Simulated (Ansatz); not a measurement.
The following input was run with Ansatz 0.2.0.

```yaml
crystal:
  lattice:
    - [-5.887927, 0.00068, -0.000756]
    - [-2.944769, 5.921713, -0.003173]
    - [-2.944846, 0.003135, -5.921764]
  atoms:
    - { symbol: Al, position: [0.9997221807, 0.0006342235, 0.0010636928] }
    - { symbol: Al, position: [0.7562183208, 0.4891620792, 0.9998590846] }
    - { symbol: Al, position: [0.9996643932, 0.5006166344, 0.5010700681] }
    - { symbol: Al, position: [0.7561609141, 0.9993355232, 0.4896923451] }
    - { symbol: Al, position: [0.2433920968, 0.5118823501, 0.0022202632] }
    - { symbol: Al, position: [0.4998583974, 0.500584546, 0.5010490359] }
    - { symbol: Al, position: [0.2434331835, 0.0017047829, 0.5124271492] }
    - { symbol: Ru, position: [0.493632334, 0.2455495231, 0.246025181] }
    - { symbol: Ru, position: [0.2627669108, 0.7563047408, 0.2450557184] }
    - { symbol: Ru, position: [0.5058047271, 0.7556794792, 0.7562476935] }
    - { symbol: Ru, position: [0.0153464675, 0.2458143314, 0.2463789898] }
    - { symbol: Ru, position: [0.262728133, 0.2446588387, 0.7566962178] }
    - { symbol: Ru, position: [0.7367843786, 0.7565818604, 0.2452270543] }
    - { symbol: Ru, position: [0.9843786372, 0.7552161919, 0.7556941278] }
    - { symbol: Ru, position: [0.7367667299, 0.2447433252, 0.7570576576] }
basis:
  ecutwfc: 500
kpoints:
  mp_grid: { grid: [7, 6, 6] }
hamiltonian:
  xc: r2scan
scf:
  occupations: { method: gaussian, width: 0.1 }
  n_extra_bands: 8
output:
  forces: true
  stress: true
  eigenvalues: true
  populations: true
  dos:
    method: { smearing: { sigma: 0.1, scheme: gaussian } }
    projected: true
    de: 0.02
  write_density: true
  write_potential: true
  elf: true
  volumetric_format: npy
```

Command:
```bash
ansatz run input.yaml --threads 4 --pin off --max-ram 9216MiB --backend cpu --events-out ev --progress --plain --runs-dir out
```

The calculation used DFT r2SCAN, scalar-relativistic, plane waves, PAW in Ansatz.

From the run's log, abridged:

```
scf.n_extra_bands = 8 over 75 filled bands (N_el = 149.0): the run solves 83 bands
Pseudopotentials: kind: paw
Pseudopotential: Al, paw, valence charge 3, recommended cutoff 500 eV (meta_gga)
Pseudopotential: Ru, paw, valence charge 16, recommended cutoff 500 eV (meta_gga)
Functional definition: r2SCAN
Crystal: 15 atoms, lattice volume = 206.447 Å³
Basis set: ecut = 500 eV, 5215 PW (Γ), exchange–correlation on 180×200×200 points (64 copies of the dense FFT grid, shifted against one another)
Bands: 83, of which v1, the nominal top of the filled ones, is band 75 counted from 1 (74 counted from 0)
Symmetry: 1 space group operations
Space group: P1 (ITA 1), of the structure as read, at distance tolerance 5.9e-5 Å
k-points: 128 of 252 (time reversal used)
Initial density: superposition of atomic densities (neutral atoms: chi_scale 0, normalization atom), corrected by the library's trained network
Initial wavefunctions: pseudopotential atomic-orbital guess
Functional: x = r2scan, c = r2scan; τ floored in thin density (d = 2e-4 eV/Å³)
SCF iter   1: F=—  HF=-50915.233496 eV  |F-HF|=—  |Δ(HF+E_count)|=         —  Δρ=8.16e-3  dr2=6.64e-2  dr2_τ=1.61e-1  ethr=1.77e-3  ⟨swp⟩=5.9  Hψ=40589  notcnv=0
SCF iter   2: F=—  HF=-50915.370924 eV  |F-HF|=—  |Δ(HF+E_count)|=   1.37e-1  Δρ=4.41e-3  dr2=2.22e-2  dr2_τ=1.04e-3  ethr=4.46e-5  ⟨swp⟩=2.0  Hψ=18883  notcnv=0  defer=85
SCF iter   3: F=—  HF=-50915.370979 eV  |F-HF|=—  |Δ(HF+E_count)|=   5.51e-5  Δρ=2.36e-3  dr2=1.88e-2  dr2_τ=1.54e-3  ethr=1.49e-5  ⟨swp⟩=2.5  Hψ=18148  notcnv=0  defer=85
SCF iter   4: F=—  HF=-50915.370671 eV  |F-HF|=—  |Δ(HF+E_count)|=   3.08e-4  Δρ=1.95e-3  dr2=1.51e-2  dr2_τ=1.35e-3  ethr=1.26e-5  ⟨swp⟩=2.0  Hψ=14038  notcnv=0  defer=85
SCF iter   5: F=—  HF=-50915.369785 eV  |F-HF|=—  |Δ(HF+E_count)|=   8.86e-4  Δρ=7.96e-4  dr2=2.53e-3  dr2_τ=1.27e-5  ethr=1.01e-5  ⟨swp⟩=1.0  Hψ=10447  notcnv=0  defer=85
SCF iter   6: F=—  HF=-50915.369611 eV  |F-HF|=—  |Δ(HF+E_count)|=   1.75e-4  Δρ=2.01e-4  dr2=1.81e-4  dr2_τ=3.94e-6  ethr=1.70e-6  ⟨swp⟩=1.1  Hψ=10457  notcnv=0  defer=85
SCF iter   7: F=—  HF=-50915.369615 eV  |F-HF|=—  |Δ(HF+E_count)|=   4.68e-6  Δρ=2.12e-4  dr2=1.94e-4  dr2_τ=1.46e-5  ethr=1.21e-7  ⟨swp⟩=2.0  Hψ=14510  notcnv=0  defer=85
SCF iter   8: F=—  HF=-50915.369601 eV  |F-HF|=—  |Δ(HF+E_count)|=   1.48e-5  Δρ=3.33e-5  dr2=4.61e-6  dr2_τ=2.55e-7  ethr=1.21e-7  ⟨swp⟩=1.9  Hψ=12866  notcnv=0  defer=85
SCF iter   9: F=—  HF=-50915.369582 eV  |F-HF|=—  |Δ(HF+E_count)|=   1.82e-5  Δρ=6.65e-5  dr2=2.27e-5  dr2_τ=1.29e-6  ethr=3.09e-9  ⟨swp⟩=2.0  Hψ=16405  notcnv=0  defer=120
SCF iter  10: F=—  HF=-50915.369581 eV  |F-HF|=—  |Δ(HF+E_count)|=   1.24e-6  Δρ=1.05e-5  dr2=4.02e-7  dr2_τ=3.33e-8  ethr=3.09e-9  ⟨swp⟩=2.0  Hψ=14447  notcnv=0  defer=120
SCF iter  11: F=—  HF=-50915.369581 eV  |F-HF|=—  |Δ(HF+E_count)|=   9.60e-9  Δρ=7.41e-6  dr2=2.35e-7  dr2_τ=1.72e-8  ethr=2.70e-10  ⟨swp⟩=2.0  Hψ=14883  notcnv=0  defer=120
SCF iter  12: F=-50915.369581 eV  HF=-50915.369581 eV  |F-HF|=4.29e-8  |Δ(HF+E_count)|=   1.29e-8  Δρ=3.44e-6  dr2=4.92e-8  dr2_τ=5.21e-9  ethr=6.71e-11  ⟨swp⟩=11.5  Hψ=80089  notcnv=0
SCF 1 converged in 12 iterations: F = -50915.369581 eV  dr2 = 4.92e-8
SCF converged after 12 iterations
Free energy (F): -50915.369581 eV
Harris-Foulkes:  -50915.369581 eV  (|F-HF|=4.29e-8)
Internal energy: -50915.302172 eV  (E = F + TS)
E sigma→0 (E₀):  -50915.335877 eV
Entropy (-TS):   -0.067409 eV (-4.494 meV/atom)
Fermi energy:    15.873727 eV
--- Per-component energies (eV) ---
  E_band       = -1147.240170
  E_kinetic    = 4317.592336
  E_local      = -14338.049650  (includes V_loc(G=0)·N_el)
  E_nonlocal   = 2824.855529
  E_hartree    = 5062.053230
  E_xc         = -1742.304701
  E_vxc        = -2373.200878  (∫ρ·V_xc dr)
  E_paw        = -31153.176432  (= ΣΔE_a)
  E_vpaw       = -1865.463106  (= ΣTr[D̂ρ^β])
  E_aug_tail   = 0.000705  (compensation charges beyond the density's cutoff)
  E_vtau       = 162.914354  (kinetic-family band-sum trace: ∫τ·v_τ [+ j·A + Jᵃ·Aᵃ] dr)
  E_ewald      = -15883.364789
  E_core_change = -2.908401  (= ΣΔE_core)
  E_smearing   = -0.067409  (= −TS)
--- Forces (eV/Å), atoms counted from 1 ---
  atom   1  Al    -0.00062883    -0.00118464     0.00035969
  atom   2  Al    -0.00913861     0.02553201    -0.00148059
  atom   3  Al     0.00014131    -0.00034285     0.00070715
  atom   4  Al    -0.00918255     0.00170848    -0.02535735
  atom   5  Al     0.00935283    -0.02482023     0.00013612
  atom   6  Al     0.00042613     0.00026358     0.00086636
  atom   7  Al     0.00945572    -0.00036402     0.02590625
  atom   8  Ru     0.01175868     0.05323237    -0.05409667
  atom   9  Ru    -0.02150548    -0.05189269    -0.05062440
  atom  10  Ru    -0.01313152    -0.05355681     0.05536566
  atom  11  Ru    -0.02320625     0.04172007    -0.04007019
  atom  12  Ru    -0.02242167     0.04917052     0.05000109
  atom  13  Ru     0.02140777    -0.05139788    -0.05196843
  atom  14  Ru     0.02484147    -0.04014822     0.03934553
  atom  15  Ru     0.02184047     0.05206614     0.05092475
--- Stress (GPa, compression-positive) ---
        0.015647       0.033790      -0.033456
        0.033790      -0.239640      -0.043172
       -0.033456      -0.043172      -0.240028
  P = ⅓ Tr σ = -0.1547 GPa (-1.547 kbar)
--- Band table (eV; the first three rows and the last of 128) ---
  k-point 0: bands = ["-58.1520", "-58.1388", "-58.1197", "-58.1146", "-58.1131", "-58.1071", "-58.0953", "-58.0939", "-27.5782", "-27.5699", "-27.5585", "-27.5456", "-27.5425", "-27.5119", "-27.5078", "-27.5045", "-27.4108", "-27.4034", "-27.4025", "-27.4008", "-27.3567", "-27.3518", "-27.3496", "-27.3451", "-27.2899", "-27.2853", "-27.2775", "-27.2757", "-27.2655", "-27.2570", "-27.2467", "-27.2345", "5.8289", "9.5166", "9.6345", "9.6528", "10.0905", "10.1144", "10.1337", "10.3244", "10.3280", "11.6057", "11.6176", "11.7383", "11.9834", "12.1514", "12.2517", "12.2688", "12.4798", "12.4802", "12.6333", "12.8157", "12.9370", "12.9568", "13.2504", "13.9735", "14.0290", "14.0540", "14.3240", " ...
  k-point 1: bands = ["-58.1509", "-58.1389", "-58.1197", "-58.1163", "-58.1136", "-58.1082", "-58.0949", "-58.0922", "-27.5787", "-27.5703", "-27.5511", "-27.5446", "-27.5375", "-27.5079", "-27.5051", "-27.4924", "-27.4449", "-27.4386", "-27.4093", "-27.3975", "-27.3573", "-27.3451", "-27.3196", "-27.3126", "-27.3044", "-27.2871", "-27.2856", "-27.2752", "-27.2641", "-27.2630", "-27.2456", "-27.2346", "5.9673", "8.8567", "9.5885", "9.7395", "10.0285", "10.0308", "10.1275", "10.4189", "10.9848", "11.3554", "11.4695", "11.8587", "11.9829", "11.9970", "12.1809", "12.2940", "12.3920", "12.6913", "12.7369", "12.8859", "12.9017", "13.1112", "13.2450", "13.8327", "13.9806", "14.0754", "14.1030", " ...
  k-point 2: bands = ["-58.1479", "-58.1399", "-58.1192", "-58.1183", "-58.1150", "-58.1110", "-58.0934", "-58.0898", "-27.5804", "-27.5717", "-27.5469", "-27.5354", "-27.5291", "-27.5112", "-27.4846", "-27.4788", "-27.4751", "-27.4535", "-27.4138", "-27.3934", "-27.3612", "-27.3480", "-27.3407", "-27.3260", "-27.2913", "-27.2822", "-27.2805", "-27.2703", "-27.2695", "-27.2562", "-27.2408", "-27.2316", "6.3687", "7.9030", "9.6842", "9.8267", "9.9041", "10.0442", "10.0770", "10.6208", "11.0616", "11.2166", "11.6383", "11.7780", "11.9007", "11.9599", "12.0112", "12.3032", "12.4072", "12.5967", "12.7109", "12.8694", "13.2181", "13.5406", "13.6717", "13.7148", "13.7260", "14.0289", "14.1515", "1 ...
  k-point 127: bands = ["-58.1406", "-58.1338", "-58.1274", "-58.1182", "-58.1133", "-58.1099", "-58.1005", "-58.0909", "-27.5262", "-27.5223", "-27.5048", "-27.4951", "-27.4924", "-27.4809", "-27.4658", "-27.4597", "-27.4573", "-27.4347", "-27.4338", "-27.4297", "-27.3536", "-27.3507", "-27.3467", "-27.3443", "-27.3395", "-27.3371", "-27.3270", "-27.3176", "-27.2775", "-27.2716", "-27.2672", "-27.2451", "7.4621", "7.9679", "8.7176", "8.9266", "9.4756", "9.6348", "10.2241", "11.3971", "11.4601", "11.6503", "11.8474", "11.9684", "12.3378", "12.4816", "12.6257", "12.6381", "12.7301", "12.8091", "12.8231", "13.0838", "13.1316", "13.1701", "13.5831", "13.7975", "13.8978", "13.9020", "14.1451", " ...
--- Löwdin populations: 15 sites ---
  site symbol q [e]
     0     Al      2.9472
     1     Al      2.9094
     2     Al      2.8682
     3     Al      2.9094
     4     Al      2.9094
     5     Al      2.8707
     6     Al      2.9094
     7     Ru     15.9906
     8     Ru     15.9855
     9     Ru     15.9906
    10     Ru     15.9901
    11     Ru     15.9859
    12     Ru     15.9858
    13     Ru     15.9902
    14     Ru     15.9856
  spilling = 0.005181 (of n_electrons = 149.000000)
```

The calculation finished and met its thresholds.

It took 2.6 min on 4 threads of Intel(R) Xeon(R) Platinum 8259CL CPU @ 2.50GHz (Skylake/Cascade Lake), with other jobs on the host, peak memory 2.4 GiB.